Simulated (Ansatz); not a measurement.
**Does relaxation matter for the field gradients of Al2O3 with Ge replacing Al?**

Start: a supercell of Al2O3 (corundum type, R-3c) built from a Materials Project structure (computed, not necessarily an observed phase), with all atoms left at the host's positions.

```cif
data_Al15GeO24
_symmetry_space_group_name_H-M 'R3:H'
_symmetry_Int_Tables_number 146
_cell_length_a 9.6101
_cell_length_b 9.6101
_cell_length_c 13.1163
_cell_angle_alpha 90.000
_cell_angle_beta 90.000
_cell_angle_gamma 120.000
loop_
_atom_site_label
_atom_site_type_symbol
_atom_site_symmetry_multiplicity
_atom_site_Wyckoff_symbol
_atom_site_fract_x
_atom_site_fract_y
_atom_site_fract_z
Ge Ge 3 a 0.0000 0.0000 0.6479
Al2 Al 9 b 0.8333 0.1667 0.3146
Al5 Al 3 a 0.0000 0.0000 0.8521
Al6 Al 9 b 0.8333 0.1667 0.5188
Al9 Al 3 a 0.0000 0.0000 0.1479
Al10 Al 9 b 0.1667 0.8333 0.4812
Al13 Al 3 a 0.0000 0.0000 0.3521
Al14 Al 9 b 0.1667 0.8333 0.6854
O17 O 9 b 0.1803 0.0136 0.4167
O18 O 9 b 0.6803 0.5136 0.4167
O19 O 9 b 0.8469 0.8469 0.7500
O20 O 9 b 0.6803 0.0136 0.4167
O21 O 9 b 0.1667 0.1803 0.5833
O22 O 9 b 0.6667 0.6803 0.5833
O23 O 9 b 0.1667 0.6803 0.5833
O24 O 9 b 0.0000 0.8469 0.2500
```

One atom of each set is listed; the run and its k-mesh use a cell of 40 atoms with edges of 7.06, 7.06, 7.06 Å.

Level of theory: DFT, PBE, plane waves and PAW, scalar-relativistic, 420 eV cutoff, Γ-centred 3×3×3 k-points, Fermi–Dirac smearing 0.01 eV, cell charge +1 (Ansatz 0.2.0).

The largest force at the start is 1.2 eV/Å. Relaxing the ions at fixed cell moves them by 0.060 Å at most (atom 5, Al) and 0.023 Å rms.

```tsv
site	moved (Å)	first shell before	first shell after	V_zz before (10²¹ V/m²)	η before
Ge	0.001	6 O at 1.87–1.99 Å	6 O at 1.87–1.98 Å	1.57	0.00
Al5	0.060	6 O at 1.87–1.99 Å	6 O at 1.86–2.03 Å	0.72	0.00
Al6	0.036	6 O at 1.87–1.99 Å	6 O at 1.87–1.99 Å	0.61	0.82
Al9	0.012	6 O at 1.87–1.99 Å	6 O at 1.87–1.98 Å	0.54	0.00
Al14	0.049	6 O at 1.87–1.99 Å	6 O at 1.85–2.03 Å	0.61	0.63
O19	0.025	3 Al at 1.87–1.99 Å, 1 Ge at 1.99 Å	3 Al at 1.89–2.03 Å, 1 Ge at 1.98 Å	-4.96	0.90
O20	0.008	4 Al at 1.87–1.99 Å	4 Al at 1.86–2.00 Å	-4.40	0.55
O21	0.024	1 Ge at 1.87 Å, 3 Al at 1.87–1.99 Å	1 Ge at 1.87 Å, 3 Al at 1.90–2.03 Å	7.62	0.69
O22	0.017	4 Al at 1.87–1.99 Å	4 Al at 1.87–2.00 Å	-3.47	0.54
O23	0.012	4 Al at 1.87–1.99 Å	4 Al at 1.86–1.99 Å	-4.29	0.45
O24	0.005	4 Al at 1.87–1.99 Å	4 Al at 1.86–1.99 Å	-4.08	0.46
```

Question: How do the gradients change?

Answer: 

| site | V_zz after | η after | change of V_zz |
| --- | --- | --- | --- |
| Ge | 1.83 | 0.00 | +0.26 |
| Al5 | 1.12 | 0.00 | +0.40 |
| Al6 | -0.52 | 0.78 | – |
| Al9 | 0.43 | 0.00 | -0.11 |
| Al14 | 0.60 | 0.83 | -0.01 |
| O19 | -4.81 | 0.80 | +0.15 |
| O20 | -4.08 | 0.58 | +0.32 |
| O21 | 7.43 | 0.70 | -0.19 |
| O22 | -3.83 | 0.48 | -0.36 |
| O23 | -3.92 | 0.52 | +0.37 |
| O24 | -3.95 | 0.57 | +0.13 |

The largest change of V_zz along a kept axis is on Al5, from 0.72 to 1.12. In per cent, |V_zz| changes by +17 on Ge, -21 to +56 on Al, -9 to +10 on O (all sites that start above 0.5, bar those whose gradient vanishes or changes sign or whose main axis turns by over 40°). Where |V_zz| stays above 0.1 and the axes keep their order, η moves most on Al14, from 0.63 to 0.83. On Al6 the largest principal value lies along another axis in the second run, so the two V_zz can't be compared directly. The table leaves out 5 of the 16 sites, with |V_zz| up to 3.92; their tensors move by 0.31 at most along any direction. The statements above cover all sites.

The defect repeats with the cell of 40 atoms, so it feels its images: sites between two images don't show the values beside a lone defect, and zeros or small values of η there can come from the images' arrangement. Al and O carry a gradient in the pure host already, so the values there aren't the defect's effect alone. A uniform background compensates the cell's charge.
Before: The neighbours have not yet relaxed around the defect (largest force 1.2 eV/Å), so a real crystal will differ.
After: The relaxation keeps the site symmetry 3 of the start, so the impurity can move only along its axis; a start off the site could end lower.
